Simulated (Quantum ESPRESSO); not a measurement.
## Band energies of ScF₃ at -3 % isotropic strain

```
ScF3
1.0
    2.75553     1.59091     2.24889
   -2.75553     1.59091     2.24889
    0.00000    -3.18182     2.24889
F Sc
3 1
Direct
  0.50000   0.00174   0.99826
  0.99826   0.50000   0.00174
  0.00174   0.99826   0.50000
  0.00000   0.00000   0.00000
```

norm-conserving PBEsol (Quantum ESPRESSO, 84 Ry, without SOC); path ΓPZQΓFP1Q1LZ; energies in eV from the valence-band maximum.

| k (1/Å) | point | band 12 | band 13 | band 14 | band 15 | band 16 | band 17 | band 18 | band 19 |
|---|---|---|---|---|---|---|---|---|---|
| 0.00 | Γ | -0.67 | -0.67 | -0.55 | -0.55 | -0.54 | 6.76 | 6.76 | 6.76 |
| 0.43 |  | -1.15 | -1.14 | -0.64 | -0.64 | -0.53 | 7.19 | 7.22 | 7.23 |
| 0.86 |  | -2.06 | -2.05 | -0.33 | -0.33 | -0.22 | 8.06 | 8.11 | 8.11 |
| 1.40 | P | -2.57 | -2.57 | 0.00 | 0.00 | 0.00 | 8.68 | 8.68 | 8.68 |
| 1.40 | Z | -2.57 | -2.57 | 0.00 | 0.00 | 0.00 | 8.68 | 8.68 | 8.68 |
| 1.72 |  | -2.30 | -2.30 | -0.19 | -0.19 | 0.00 | 8.39 | 8.39 | 8.66 |
| 2.26 |  | -1.36 | -1.21 | -1.01 | -1.01 | -0.01 | 7.88 | 7.88 | 8.62 |
| 2.69 |  | -2.30 | -2.30 | -0.19 | -0.19 | 0.00 | 8.39 | 8.39 | 8.66 |
| 3.01 | Q | -2.57 | -2.57 | 0.00 | 0.00 | 0.00 | 8.68 | 8.68 | 8.68 |
| 3.22 |  | -2.49 | -2.48 | -0.06 | -0.06 | -0.04 | 8.57 | 8.58 | 8.58 |
| 3.65 |  | -1.86 | -1.83 | -0.43 | -0.43 | -0.30 | 7.84 | 7.89 | 7.90 |
| 4.19 |  | -0.76 | -0.72 | -0.63 | -0.61 | -0.61 | 6.88 | 6.88 | 6.89 |
| 4.40 | Γ | -0.67 | -0.67 | -0.55 | -0.55 | -0.54 | 6.76 | 6.76 | 6.76 |
| 4.61 |  | -0.72 | -0.68 | -0.67 | -0.62 | -0.58 | 6.85 | 6.85 | 6.93 |
| 5.13 |  | -1.12 | -1.01 | -0.99 | -0.90 | -0.25 | 7.54 | 7.56 | 8.12 |
| 5.54 | F | -1.29 | -1.18 | -1.07 | -1.07 | -0.01 | 7.88 | 7.88 | 8.62 |
| 6.05 |  | -2.33 | -2.33 | -0.17 | -0.17 | 0.00 | 8.42 | 8.42 | 8.66 |
| 6.35 | P1 | -2.57 | -2.57 | 0.00 | 0.00 | 0.00 | 8.68 | 8.68 | 8.68 |
| 6.35 | Q1 | -2.57 | -2.57 | 0.00 | 0.00 | 0.00 | 8.68 | 8.68 | 8.68 |
| 6.87 |  | -2.19 | -1.88 | -0.38 | -0.31 | -0.19 | 7.91 | 8.28 | 8.32 |
| 7.28 |  | -1.53 | -0.96 | -0.79 | -0.63 | -0.61 | 6.98 | 7.89 | 7.90 |
| 7.49 | L | -1.32 | -1.32 | -0.81 | -0.58 | -0.58 | 6.81 | 7.83 | 7.83 |
| 7.78 |  | -1.65 | -0.96 | -0.82 | -0.61 | -0.54 | 7.11 | 7.94 | 7.96 |
| 8.16 |  | -2.25 | -1.99 | -0.33 | -0.26 | -0.16 | 8.02 | 8.33 | 8.37 |
| 8.63 | Z | -2.57 | -2.57 | 0.00 | 0.00 | 0.00 | 8.68 | 8.68 | 8.68 |

The PBEsol gap is indirect, 6.76 eV, from P to Γ; the smallest direct gap is 7.30 eV.

Geometry strained from the cell relaxed with PBEsol, atoms relaxed again.
